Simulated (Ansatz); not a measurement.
# Data sheet: SiNi₂ (DFT)

SiNi2:
```xyz
6
Lattice="3.8683 0.0000 0.0000 -1.9341 3.3500 0.0000 0.0000 0.0000 4.9166" Properties=species:S:1:pos:R:3 pbc="T T T"
Si     1.9341     1.1167     1.2292
Si     0.0000     2.2334     3.6875
Ni     0.0000     2.2334     1.2292
Ni     1.9341     1.1167     3.6875
Ni     0.0000     0.0000     2.4583
Ni     0.0000     0.0000     0.0000
```

Space group P6_3/mmc (No. 194); conventional cell a = 3.868 Å, b = 3.868 Å, c = 4.917 Å, α = 90.00°, β = 90.00°, γ = 120.00°.

Method: DFT-PBEsol in the program Ansatz with PAW potentials. The cell and atoms are relaxed at this level. Other levels are named where they apply.

Cell and energy:

```yaml
volume_per_atom: 10.62 Å³
density: 7.58 g/cm³
Formation energy from the elements (no fitted shifts): -0.58 eV/atom
```

Electronic structure:

```yaml
electronic_character: metallic (no gap)
Density of states at the Fermi level: 0.60 states/eV per atom (mean over ±0.08 eV)
```

Mechanics:

```yaml
Bulk modulus (Birch–Murnaghan fit): 2250 kbar
Pressure derivative B′: 4.7
Elastic constants (relaxed ions, GPa): C11 = 355, C12 = 245, C13 = 122, C33 = 372, C44 = 56.4
mechanical_stability: stable (all eigenvalues of C positive)
hill_bulk_and_shear_moduli: 227 and 68.1 GPa
Young's modulus: 186 GPa
Poisson's ratio: 0.36
debye_temperature_from_the_elastic_constants: 457 K
```

Phonons:

```yaml
highest_zone_centre_frequency: 407 cm⁻¹
zone_centre_stability: no imaginary mode at Γ
```

The first step of the workflow began from a Materials Project structure, measured or hypothetical; the Crystallography Open Database files this formula in space group No. 194, but the cells were not matched. Its standing as an ambient phase is unchecked. Symmetry was held in the PBEsol relaxation. The run is not spin-polarised. As this level gives no gap, shear constants depend on the k-mesh and smearing (Fermi–Dirac, 0.1 eV here). As this level gives no gap, phonon frequencies hold no LO–TO term and depend on the k-mesh and smearing (Fermi–Dirac, 0.1 eV here). The references are the lowest solids computed at this level, not always the standard phases.

Potentials: the later of the program's two PAW sets.
